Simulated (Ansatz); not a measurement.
Cd (hcp, Mg type)

```yaml
crystal:
  lattice:
    - [3.01606, 0.00000, 0.00000]
    - [-1.50803, 2.61198, 0.00000]
    - [0.00000, 0.00000, 5.81912]
  atoms:
    - { symbol: Cd, position: [0.33333, 0.66667, 0.75000] }
    - { symbol: Cd, position: [0.66667, 0.33333, 0.25000] }
```

The slice is a (0001) plane (indices of the conventional cell) through the point (0.667, 0.333, 0.250) (fractional), spanned by u = [110] and v = [1 -1 0] in vectors of this cell: u (3.02 Å) and v (5.22 Å, at 90° to u). It covers one period; positions are fractions (u, v).

These are PBE (plane waves to 420 eV, PAW, scalar-relativistic; Ansatz, an electronic-structure program) values and carry that method's errors. k mesh 18×18×8. Near the nuclei the fields are pseudised (PAW); where an atom keeps semicore shells as valence, they peak there. Cd was relaxed with its symmetry unable to fall. The relaxed volume of Cd is well above the measured one; the method has no dispersion term.

Three fields on this plane, each scaled to ten steps between its own extremes (0 low, 9 high; the total valence density on a logarithmic scale, the potential cut 8 eV below its top; x marks points blanked near nuclei; v = 0 in the bottom row):

Map A
```
|xxxxx93239xxxx|
|xxxxx72127xxxx|
|xxxx9410149xxx|
|xxx952000259xx|
|98642100012468|
|33322233322233|
|11124689864211|
|01259xxxxx9521|
|0149xxxxxxx941|
|127xxxxxxxxx72|
|239xxxxxxxxx93|
|249xxxxxxxxx94|
|239xxxxxxxxx93|
|127xxxxxxxxx72|
|0149xxxxxxx941|
|00259xxxxx9520|
|00124689864210|
|33222333332223|
|98642111112468|
|xxx952101259xx|
|xxxx9410149xxx|
|xxxxx72127xxxx|
|xxxxx93239xxxx|
|xxxxx94249xxxx|
```

Map B
```
|xxxxx01310xxxx|
|xxxxx02420xxxx|
|xxxx1045401xxx|
|xxx002565200xx|
|00002345432000|
|22233211123322|
|77520001000257|
|98300xxxxx0038|
|8500xxxxxxx005|
|530xxxxxxxxx03|
|410xxxxxxxxx01|
|311xxxxxxxxx11|
|310xxxxxxxxx01|
|420xxxxxxxxx02|
|5401xxxxxxx104|
|65200xxxxx0025|
|54320000000234|
|11233222223321|
|10002577752000|
|xxx003898300xx|
|xxxx0058500xxx|
|xxxxx03530xxxx|
|xxxxx01410xxxx|
|xxxxx11311xxxx|
```

Map C
```
|xxxxx16861xxxx|
|xxxxx37873xxxx|
|xxxx0689860xxx|
|xxx057999750xx|
|01367899987631|
|77777777777777|
|99876310136789|
|99850xxxxx0589|
|9860xxxxxxx068|
|873xxxxxxxxx37|
|861xxxxxxxxx16|
|760xxxxxxxxx06|
|861xxxxxxxxx16|
|873xxxxxxxxx37|
|9860xxxxxxx068|
|99750xxxxx0579|
|99876310136789|
|77777777777777|
|01367899987631|
|xxx058999850xx|
|xxxx0689860xxx|
|xxxxx37873xxxx|
|xxxxx16861xxxx|
|xxxxx06760xxxx|
```

Q: Assign the maps to these fields: electron localisation function (ELF); valence electron density; electrostatic potential energy of an electron, from the cell's mean.

A: A is the valence electron density; B is the electron localisation function (ELF); C is the electrostatic potential energy of an electron, from the cell's mean.
